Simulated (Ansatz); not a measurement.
Mo:
```xyz
1
Lattice="-1.5802 1.5802 1.5802 1.5802 -1.5802 1.5802 1.5802 1.5802 -1.5802" Properties=species:S:1:pos:R:3 pbc="T T T"
Mo     0.0000     0.0000     0.0000
```

Relaxed with PBE. Special points in fractions of this cell's reciprocal vectors: Γ (0.000, 0.000, 0.000); H (0.500, -0.500, 0.500); N (0.000, 0.000, 0.500); P (0.250, 0.250, 0.250).

### Question
List the band energies nearest the Fermi level at these points for PBE (plane waves, PAW; program Ansatz).

### Answer
In eV from the Fermi level; about four levels below and three above (degenerate sets whole), none deeper than 8.9 eV; … stands for higher levels left out; points with the same levels are listed once.

| k | below | above |
|---|---|---|
| Γ | -7.21 -1.36 -1.36 -1.36 | 1.62 1.62 … |
| H | -5.38 -5.38 | 3.90 3.90 3.90 |
| N | -5.28 -3.37 | 1.57 1.65 2.27 |
| P | -2.62 -2.62 -2.62 | 2.39 2.39 9.47 |

Space group Im-3m (bcc (W type)). The PBE relaxation kept the symmetry of its start. The run is not spin-polarised. Scalar-relativistic: spin–orbit coupling is off unless named, which matters more the heavier the elements.

Potentials: the earlier of the program's two PAW sets.
